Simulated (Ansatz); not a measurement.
Structure relaxation, WS₂

The start is a randomly generated symmetric cell of WS2 (space group No. 38). The structure is fully relaxed (lattice and positions, P = 0) with PBE (plane waves to 420 eV, PAW, scalar-relativistic; Ansatz, a first-principles code). First-step values are on the input's coarse k-mesh.

Ansatz input (later rounds restart from its end on a renewed k-mesh):
Ansatz 0.2 input:
```yaml
crystal:
  lattice:
    - [4.9692367, 0, 0]
    - [0, 2.8466131, 2.2929314]
    - [0, -2.8466131, 2.2929314]
  atoms:
    - { symbol: S, position: [0, 0.28934821, 0.28934821] }
    - { symbol: S, position: [0.5, 0.05521624, 0.05521624] }
    - { symbol: W, position: [0.5, 0.60962566, 0.60962566] }
basis: { ecutwfc: 420, ecutrho_ratio: 4, xc_grid: 2, fft_grid_basis: typed }
kpoints: { mp_grid: { grid: [5, 7, 7] } }
hamiltonian:
  xc: pbe
  dispersion: none
  pseudopotentials: { azcp: { folder: ./paw }, kind: paw }
scf: { occupations: { method: fermi_dirac, width: 0.05 } }
relax: { f_tol: 0.01, max_steps: 100, cell: { stress_tol: 0.02 } }
output: { forces: true, stress: true }
```

What is the largest force in the starting geometry, and on which atom (counted from 1)?

About 6.5 eV/Å, on W3 (atoms numbered as listed).

How much energy is released per atom?

1.15 eV/atom.

Is the relaxed structure metallic? Give its gap.

No gap (metallic).

Give the final cell and atomic positions.


Space group P4/mmm (No. 123); a = b = 3.471 Å, c = 4.619 Å, α = β = γ = 90.00°

```json
[
 {"atom": "S", "site": "1a", "symmetry": "4/mmm", "x": "0.0000", "y": "0.0000", "z": "0.0000"},
 {"atom": "S", "site": "1d", "symmetry": "4/mmm", "x": "0.5000", "y": "0.5000", "z": "0.5000"},
 {"atom": "W", "site": "1b", "symmetry": "4/mmm", "x": "0.0000", "y": "0.0000", "z": "0.5000"}
]
```

Final values are on a 13×13×10 k-mesh of the relaxed cell. No spin polarisation in the result.

The run could not lose the symmetry of its start, so the end can be a saddle point.

The relaxed structure here is a generated cell of WS2: the first start was made by a random draw of sites in a space group, and the end was not matched to a known phase here, so it may be hypothetical. Known forms of WS2 include space group No. 194.
